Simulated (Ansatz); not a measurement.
This Ge2As3 structure is the end of a relaxation. The cell was found from a structure generator's guess, not taken from experiment.

These are results of DFT PBE, scalar-relativistic, plane waves, PAW in Ansatz 0.2.0, not measurements. Cutoff 420 eV, Γ-centred mesh, Gaussian smearing, no spin polarisation.

```
Ge As
1.0
     3.74868    0.00000    0.00000
     0.00000    3.74868    0.00000
     0.00000    0.00000    7.26908
Ge As
2 3
Direct
  0.00000 0.50000 0.50000
  0.50000 0.00000 0.50000
  0.50000 0.50000 0.00000
  0.00000 0.00000 0.81288
  0.00000 0.00000 0.18712
```

The zero of energy is the elements' standard structures at the same level; no fitted shifts are applied.

Question: Find its symmetry and describe it.

Answer: P4/mmm (No. 123). Conventional cell: a = 3.749 Å, c = 7.269 Å. Ge is surrounded by 4 Ge at 2.65 Å and 4 As at 2.95 Å; As on a site of symmetry 4/mmm is surrounded by 8 As at 2.98 Å; As on a site of symmetry 4mm is surrounded by 1 As at 2.72 Å, 4 Ge at 2.95 Å and 4 As at 2.98 Å.

Question: What is its formation energy per atom?

Answer: +0.40 eV/atom. It can't be a ground state, since the elements alone are lower.

Question: Is it a metal?

Answer: Yes, bands cross the Fermi level on the 10×10×6 mesh.

The last run used a 10×10×6 mesh (in the run's order of axes) for its 5-atom cell and Gaussian smearing of 0.10 eV. An odd number of electrons in the primitive cell allows no gap without spin; a larger cell or a magnetic state could open one. The cell is a metal run without spin; a magnetic state may lie lower. The reference form of As is held partly by dispersion forces, which this level lacks. Symmetry constrained the relaxation, so the result can be a saddle point. Another cell of Ge2As3 relaxed alike, in P1, lies 0.31 eV/atom lower, so this cell isn't the stable form at this level.
